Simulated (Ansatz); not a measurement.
A: BaTiO$_{3}$ (cubic perovskite), a = 4.019 Å, b = 4.019 Å, c = 4.019 Å, α = 90.00°, β = 90.00°, γ = 90.00°
B: AlP (zinc blende), a = b = c = 5.507 Å, α = β = γ = 90.00°
C: SiC (zinc blende), a = 4.3797 Å, b = 4.3797 Å, c = 4.3797 Å, α = 90.00°, β = 90.00°, γ = 90.00°
D: PbTe (rock salt), a = b = c = 6.5694 Å, α = β = γ = 90.00°
E: Ni (fcc, Cu type), a = 3.519 Å, b = 3.519 Å, c = 3.519 Å, α = 90.00°, β = 90.00°, γ = 90.00°

Scan: energy over volume and axial ratio (atoms clamped). All come from one method, each on a k mesh of its own. All were relaxed with their symmetry unable to fall. BaTiO3 is run without spin polarisation. Relaxed Ni ends ferromagnetic. Spin-orbit coupling is left out. The PAW data are Ansatz's earlier set. This is a high-temperature form of BaTiO3. Other magnetic orders were not checked, so this need not be the ground state. (This holds for the magnetic or f-shell members.)

Problem. Rank these by shear modulus C′ = (C11 − C12)/2 (fitted) (highest first), as PBE (plane waves to 420 eV, PAW, scalar-relativistic; Ansatz, an electronic-structure program) gives it.

Solution. C (128 GPa), A (89 GPa), E (62 GPa), D (49 GPa), B (32 GPa)

(Under strain, the slope of the energy per volume gives the stress and its curvature an elastic modulus.)
